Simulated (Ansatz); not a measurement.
The relaxation started from an entry of Materials Project.

One stationary structure of K$_{2}$CO$_{3}$. Space group P6₃/mmc (No. 194). Calculation: r2SCAN (plane waves to 500 eV, PAW, scalar-relativistic; Ansatz, an electronic-structure program).

```cif
data_C2K4O6
_chemical_formula_sum 'K4 C2 O6'
_space_group_name_H-M_alt 'P 1'
_space_group_IT_number 1
_cell_length_a 5.74065
_cell_length_b 5.74065
_cell_length_c 6.82935
_cell_angle_alpha 90.000
_cell_angle_beta 90.000
_cell_angle_gamma 120.000
loop_
_space_group_symop_operation_xyz
  'x, y, z'
loop_
_atom_site_label
_atom_site_type_symbol
_atom_site_fract_x
_atom_site_fract_y
_atom_site_fract_z
_atom_site_occupancy
K1 K 0.66667 0.33333 0.75000 1
K2 K 0.33333 0.66667 0.25000 1
K3 K 0.00000 0.00000 0.50000 1
K4 K 0.00000 0.00000 0.00000 1
C1 C 0.33333 0.66667 0.75000 1
C2 C 0.66667 0.33333 0.25000 1
O1 O 0.59290 0.79645 0.75000 1
O2 O 0.40710 0.20355 0.25000 1
O3 O 0.79645 0.59290 0.25000 1
O4 O 0.20355 0.40710 0.75000 1
O5 O 0.20355 0.79645 0.75000 1
O6 O 0.79645 0.20355 0.25000 1
```

Problem. Estimate the band gap that r2SCAN returns for this input.

Solution. 4.08 eV, direct at Γ (no spin-orbit coupling).

No spin polarisation in the result.

The run could not lose the symmetry of its start.
